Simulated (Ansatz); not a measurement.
**Surface calculation: fcc Cu (111), 7 layers**

The slab is cut from the fcc crystal, the stable phase, as relaxed on PAW files (11.31 Å³/atom), with 16 Å of vacuum and a dipole correction:

```yaml
crystal:
  lattice:
    - [2.51982, 0.00000, 0.00000]
    - [-1.25991, 2.18223, 0.00000]
    - [0.00000, 0.00000, 28.34450]
  atoms:
    - { symbol: Cu, position: [0.00000, 0.00000, 0.28224] }
    - { symbol: Cu, position: [0.33333, 0.66667, 0.35483] }
    - { symbol: Cu, position: [0.66667, 0.33333, 0.42741] }
    - { symbol: Cu, position: [0.00000, 0.00000, 0.50000] }
    - { symbol: Cu, position: [0.33333, 0.66667, 0.57259] }
    - { symbol: Cu, position: [0.66667, 0.33333, 0.64517] }
    - { symbol: Cu, position: [0.00000, 0.00000, 0.71776] }
```

Computed with Ansatz 0.2.0; functional PBEsol, scalar-relativistic. Settings: a Γ-centred 18×18×1 k mesh, Fermi–Dirac smearing of 0.1 eV, no spin polarisation. Methods: LAPW: all electrons, basis error target 1 meV/atom; PAW: frozen-core files, cutoff 420 eV.

The bulk energy comes from a cell in the slab's orientation on a 18×18×7 mesh. The surface energy is (E(slab) − N·E(bulk))/2A at zero smearing, the mean of both faces; thin slabs carry quantum-size effects.

The PAW files were made under PBE.

As cut, the LAPW slab lies 1.145 eV above 7 atoms of bulk. What surface energy is that?

Over two faces of 5.50 Å² it is 104.1 meV/Å², and times 16.02 J/m² per eV/Å² that gives γ = 1.668 J/m².

| method | γ as cut (J/m²) | γ relaxed (J/m²) | Φ as cut (eV) | Φ relaxed (eV) |
| --- | --- | --- | --- | --- |
| LAPW | 1.668 | 1.664 | 4.96 | 4.95 |
| PAW | 1.668 | 1.665 | 4.96 | 4.96 |

How do the spacings between the planes relax (positions relaxed on PAW files)?

From the bottom face up: d12 -1.0 % of 2.057 Å, d23 -0.4 % of 2.057 Å, d34 -0.1 % of 2.057 Å, d45 -0.1 % of 2.057 Å, d56 -0.4 % of 2.057 Å, d67 -1.0 % of 2.057 Å.

What changes if the images along the normal are cut off in place of the dipole correction?

LAPW then gives: no gap, work function 4.95 eV; PAW: no gap, work function 4.96 eV.

A 2p core hole is made on one atom of each kind in every 1×1 cell (PAW hole dataset, neutral cell, valence without spin). What does it cost by layer?

layer 1 935.97 eV, layer 2 936.29 eV, layer 3 936.27 eV, layer 4 936.27 eV. Shifts between layers mean more than the absolute values, and a whole layer of holes screens otherwise than one hole.
